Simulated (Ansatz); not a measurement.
Ta₂Sn₂O₇:
```cif
data_O56Sn16Ta16
_chemical_formula_sum 'Ta16 Sn16 O56'
_space_group_name_H-M_alt 'Fd-3m :1'
_space_group_IT_number 227
_space_group_name_Hall 'F 4d 2 3 -1d'
_cell_length_a 10.60084
_cell_length_b 10.60084
_cell_length_c 10.60084
_cell_angle_alpha 90.000
_cell_angle_beta 90.000
_cell_angle_gamma 90.000
loop_
_atom_site_label
_atom_site_type_symbol
_atom_site_symmetry_multiplicity
_atom_site_Wyckoff_symbol
_atom_site_fract_x
_atom_site_fract_y
_atom_site_fract_z
_atom_site_occupancy
Ta1 Ta 16 c 0.12500 0.12500 0.12500 1
Sn1 Sn 16 d 0.62500 0.62500 0.62500 1
O1 O 8 b 0.50000 0.50000 0.50000 1
O2 O 48 f 0.00000 0.00000 0.18800 1
```
(The calculation used a cell of 22 atoms; values per cell refer to that cell.)

Relaxed with PBEsol.

Question: Which orbitals make up the states near the band edges in plane-wave PAW PBEsol (Ansatz code)?

Answer: Top 1 eV of the valence band: O 2p 52 %, Sn 5s 35 %, Ta 5d 6 %. Bottom 1 eV of the conduction band: Ta 5d 68 %, Sn 5p 15 %, O 2p 14 %. Projections are on Löwdin-orthogonalised atomic valence shells; empty p or d shells of many metals are not among them.

Question: Tabulate the density of states.

Answer: States/eV per cell of 22 atoms, in 0.25 eV bins, energy from the valence-band maximum.

```
E (eV)  total   O 2p  Ta 5d  Sn 5p
------  -----  -----  -----  -----
-7.86    5.99   2.76   1.07   0.09
-7.61   10.51   4.84   1.54   0.26
-7.36   20.74  11.99   3.24   0.28
-7.11   14.51   8.65   3.12   0.15
-6.86   11.98   7.75   2.70   0.26
-6.61   10.52   6.91   2.30   0.59
-6.36    9.21   6.22   1.71   0.58
-6.11   12.24   8.34   2.25   0.62
-5.86   13.21   8.86   2.37   0.75
-5.61   13.93   9.95   2.04   0.80
-5.36   14.65  10.57   1.98   0.66
-5.11   14.48  10.72   1.75   0.66
-4.86   13.36  10.31   1.20   0.64
-4.61   13.24  10.27   1.31   0.66
-4.36   15.25  12.18   1.21   0.75
-4.11   15.41  12.35   1.36   0.97
-3.86   21.86  17.83   1.55   1.69
-3.61   19.78  16.80   1.21   1.07
-3.36   24.21  21.89   0.81   0.68
-3.11   26.47  24.60   0.64   0.42
-2.86   23.12  22.13   0.29   0.24
-2.61   11.53  11.14   0.12   0.05
-2.36    0.40   0.25   0.02   0.02
-2.11    0.80   0.46   0.04   0.04
-1.86    1.53   0.81   0.09   0.10
-1.61    3.78   1.81   0.29   0.28
-1.36    1.28   0.57   0.11   0.11
-1.11    4.57   2.02   0.26   0.53
-0.86    2.28   1.04   0.11   0.25
-0.61    0.90   0.44   0.04   0.08
-0.36    0.25   0.14   0.01   0.01
-0.11   16.00   8.49   1.07   0.36
0.14     0.00   0.00   0.00   0.00
0.39     0.00   0.00   0.00   0.00
0.64     0.00   0.00   0.00   0.00
0.89     0.00   0.00   0.00   0.00
1.14     0.00   0.00   0.00   0.00
1.39     0.01   0.00   0.00   0.00
1.64    13.14   1.68   9.88   1.30
1.89    20.49   2.70  15.14   2.09
2.14    13.38   1.88   8.56   2.48
2.39    11.41   1.74   6.32   2.86
2.64    10.33   1.77   5.34   2.62
2.89     9.33   1.88   4.11   2.52
3.14    13.23   2.84   5.19   3.77
3.39    18.12   3.78   5.71   6.97
3.64    11.01   2.41   2.15   5.56
3.89    10.84   2.41   2.02   5.62
4.14     7.61   1.82   1.88   3.22
4.39    11.83   2.83   3.03   5.07
4.64     8.77   1.95   1.28   5.06
4.89     8.51   1.48   0.58   6.20
5.14     0.86   0.14   0.01   0.55
5.39     1.38   0.23   0.02   0.89
5.64     1.78   0.30   0.03   1.15
5.89     1.64   0.28   0.05   1.05
6.14     1.12   0.18   0.13   0.63
6.39     1.79   0.23   0.88   0.32
```

The first step of the workflow began from a Materials Project structure, measured or hypothetical; the Crystallography Open Database files this formula in space group No. 227, but the cells were not matched. Whether it is the stable phase at ambient conditions was not checked. The cell was relaxed with PBEsol under the symmetry of its start. At this level the phase is dynamically unstable (imaginary phonons). The run is not spin-polarised. Spin–orbit coupling is left out wherever it is not named.

Potentials: the later of the program's two PAW sets.
